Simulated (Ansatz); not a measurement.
# Pt: energy along a strain

Pt, P6_3/mmc, a = 2.761 Å, c = 4.792 Å (as given, not relaxed at this level: -15.8 GPa). This isn't the element's structure at ambient conditions. Ansatz: LDA, PAW, 420 eV, Γ-centred 21×21×10 mesh on 2 atoms, Gaussian smearing 0.15 eV; no spin polarisation. Cell vectors (Å): 2.761 0.000 0.000; -1.380 2.391 0.000; 0.000 0.000 4.792. The cell is strained by x per cent times the pattern (1 -1 0 0 0 0) in the order xx yy zz yz xz xy (engineering shears), with fractional coordinates held. y is the free energy over the start, V0 = 15.815 Å³/atom.

| x (%) | y (meV/atom) |
| --- | --- |
| -4.00 | 32.83 |
| -3.00 | 18.02 |
| -2.00 | 7.80 |
| 0.00 | 0.00 |
| 1.00 | ? |
| 3.00 | 14.67 |
| 4.00 | 24.87 |

Task: Fit y = c1 x + c2 x² + c3 x³ to the other rows, get the stiffness along the pattern, and predict the missing energy.

Result: Least squares on the rows shown. y = −0.020164 x + 1.8065 x² − 0.060796 x³. The clamped-ion stiffness p·C·p = 2 × 18.07 eV × 160.2 / 15.815 Å³ = 366 GPa (second derivative at the start, which stands under stress). At x = 1.00 the fit asked for gives 1.73 meV/atom. The run gave 1.77 meV/atom, so the fit is 0.04 meV/atom too low, within the rms miss on the fitted rows (0.07 meV/atom).

Spin–orbit coupling is left out, which can shift energies with elements as heavy as these.